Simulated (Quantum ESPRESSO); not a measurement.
Inputs of pw.x and gipaw.x (a modified build of Quantum ESPRESSO, PBE) for MgO; the starting potential comes from an earlier run on another mesh:

```
&CONTROL
  calculation = 'scf'
  prefix = 'x'
  pseudo_dir = './pseudo'
  outdir = './out'
  tprnfor = .true.
/
&SYSTEM
  ibrav = 0
  nat = 2
  ntyp = 2
  ecutwfc = 45
  ecutrho = 180
  occupations = 'fixed'
  nbnd = 8
/
&ELECTRONS
  conv_thr = 1e-11
  startingpot = 'file'
/
ATOMIC_SPECIES
Mg 24.305 Mg.GGA_PBE-JTH.UPF
O 15.999 O.GGA_PBE-JTH.UPF
CELL_PARAMETERS angstrom
    0.000000000000     2.106550000000     2.106550000000
    2.106550000000     0.000000000000     2.106550000000
    2.106550000000     2.106550000000     0.000000000000
ATOMIC_POSITIONS crystal
Mg     0.000000000000     0.000000000000     0.000000000000
O      0.500000000000     0.500000000000     0.500000000000
K_POINTS automatic
6 6 6 1 1 1
```

```
&INPUTGIPAW
  job = 'nmr'
  prefix = 'x'
  tmp_dir = './out/'
  restart_mode = 'from_scratch'
  pawproj(1) = .true.
  pawproj(2) = .true.
  use_nmr_macroscopic_shape = .false.
/
```

The cell was made here from an entry of the Crystallography Open Database (unchecked): atoms relaxed with PBE in the measured cell (PBE without dispersion, pw.x of Quantum ESPRESSO, symmetry kept).  Stability against distortions was not tested.

Problem. What does gipaw.x print for the total shieldings?

Solution. 
```
     Total NMR chemical shifts in ppm: ---------------------------------------
     (adopting the Simpson convention for anisotropy and asymmetry)-----------

     Atom  1  Mg  pos: (  0.000000  0.000000  0.000000)  Total sigma:         523.72
           523.7208         -0.0000         -0.0000
            -0.0000        523.7208         -0.0000
            -0.0000         -0.0000        523.7208

     Mg      1    anisotropy:      0.00    eta:    0.0000
     Mg      1    sigma_11=    523.72
     Mg      1    sigma_22=    523.72
     Mg      1    sigma_33=    523.72

     Atom  2  O   pos: (  0.707107  0.707107  0.707107)  Total sigma:         188.61
           188.6072          0.0000         -0.0000
            -0.0000        188.6072         -0.0000
            -0.0000         -0.0000        188.6072

     O       2    anisotropy:      0.00    eta:    0.0000
     O       2    sigma_11=    188.61
     O       2    sigma_22=    188.61
     O       2    sigma_33=    188.61
```
The printed anisotropy is 3/2 (σ_33 − σ_iso) in the program's own order; the axes are left out here. All sites are cubic, so the anisotropy vanishes by symmetry. Shieldings are absolute and leave out the bulk-susceptibility term; a larger σ means a smaller chemical shift. By our sweeps, such settings leave a few ppm in absolute σ. The datasets of Mg hold no d projectors, which limits absolute σ on these atoms. The structure is static (0 K, no zero-point motion).
